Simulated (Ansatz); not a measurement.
# Ti₂O under pressure

All numbers below come from Ansatz, DFT PBEsol, scalar-relativistic, plane waves, PAW. Settings: 420 eV plane-wave cutoff, Γ-centred 18×18×10 mesh, Fermi-Dirac smearing of 0.15 eV. No spin polarisation. Phonons by linear response, acoustic sum rule imposed.

Equilibrium structure at this level:
```cif
data_structure
_symmetry_space_group_name_H-M 'P 1'
_symmetry_Int_Tables_number 1
_cell_length_a 2.9533
_cell_length_b 2.9533
_cell_length_c 4.7292
_cell_angle_alpha 90.000
_cell_angle_beta 90.000
_cell_angle_gamma 120.000
_cell_volume 35.72
loop_
_atom_site_label
_atom_site_type_symbol
_atom_site_fract_x
_atom_site_fract_y
_atom_site_fract_z
_atom_site_occupancy
Ti1 Ti 0.66667 0.33333 0.26209 1
Ti2 Ti 0.33333 0.66667 0.73791 1
O1 O 0.00000 0.00000 0.00000 1
```

In a metal, frequencies and elastic constants depend on the k mesh and the smearing, soft modes and shear constants most. Spin polarisation was left out, and a magnetic state may lie lower. A semilocal functional can close a gap that the real compound has.

Question: The cell is relaxed again at 2 and 6 GPa. How do volume, gap and optical modes at Γ (cm⁻¹, counted from the lowest optical one; a degenerate one stands once) change?

Answer:
```tsv
	0 GPa	2 GPa	6 GPa
V/V0	1.000	0.990	0.971
gap (eV)	0.00	0.00	0.00
mode 1	159	163	169
mode 3	298	304	316
mode 4	444	451	466
mode 6	504	512	529
```